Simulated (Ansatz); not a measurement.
Ru:
```
CELL_PARAMETERS angstrom
      2.69225     0.00000     0.00000
     -1.34613     2.33156     0.00000
      0.00000     0.00000     8.64344
ATOMIC_POSITIONS crystal
  Ru 0.00000 0.00000 0.00000
  Ru 0.66667 0.33333 0.25000
  Ru 0.00000 0.00000 0.50000
  Ru 0.33333 0.66667 0.75000
```

Relaxed with r²SCAN.

Q: Map the electron localisation function on the plane through (0.000, 0.000, 0.000) spanned by u = [1, 1, 0] and v = [1, -1, 0] in lattice vectors, from plane-wave PAW r²SCAN (Ansatz code).

A: x is the fraction of u, y of v (the angle between them is 90°; rows are the nearest grid lines); atoms in the plane: Ru at (0.00, 0.00), Ru at (0.50, 0.50).
```
y \ x   0.000  0.0625  0.188  0.250  0.375  0.438  0.562  0.625  0.750  0.812  0.938   1.00
------  -----  ------  -----  -----  -----  -----  -----  -----  -----  -----  -----  -----
1.00    0.434   0.493  0.610  0.546  0.286  0.271  0.271  0.286  0.546  0.610  0.493  0.434
0.913   0.605   0.610  0.559  0.452  0.241  0.263  0.263  0.241  0.452  0.559  0.610  0.605
0.826   0.429   0.416  0.317  0.264  0.276  0.311  0.311  0.276  0.264  0.317  0.416  0.429
0.783   0.263   0.261  0.263  0.280  0.298  0.285  0.285  0.298  0.280  0.263  0.261  0.263
0.696   0.311   0.309  0.273  0.260  0.301  0.326  0.326  0.301  0.260  0.273  0.309  0.311
0.609   0.307   0.269  0.281  0.400  0.581  0.604  0.604  0.581  0.400  0.281  0.269  0.307
0.522   0.305   0.270  0.403  0.541  0.591  0.510  0.510  0.591  0.541  0.403  0.270  0.305
0.478   0.305   0.270  0.403  0.541  0.591  0.510  0.510  0.591  0.541  0.403  0.270  0.305
0.391   0.307   0.269  0.281  0.400  0.581  0.604  0.604  0.581  0.400  0.281  0.269  0.307
0.304   0.311   0.309  0.273  0.260  0.301  0.326  0.326  0.301  0.260  0.273  0.309  0.311
0.217   0.263   0.261  0.263  0.280  0.298  0.285  0.285  0.298  0.280  0.263  0.261  0.263
0.174   0.429   0.416  0.317  0.264  0.276  0.311  0.311  0.276  0.264  0.317  0.416  0.429
0.0870  0.605   0.610  0.559  0.452  0.241  0.263  0.263  0.241  0.452  0.559  0.610  0.605
0.000   0.434   0.493  0.610  0.546  0.286  0.271  0.271  0.286  0.546  0.610  0.493  0.434
```

The density is the valence pseudo-density with augmentation charge, so density and ELF within about 1 Å of a nucleus are not all-electron values.

Space group P6_3/mmc (dhcp (α-La type)). The start of the workflow was typed in or built on a structure type. Its sites differ from those of the usual phase in this space group: another stacking or structure type. Symmetry was held in the r²SCAN relaxation; its stability against distortions is not shown here. No spin polarisation was allowed.

Potentials: the earlier of the program's two PAW sets.
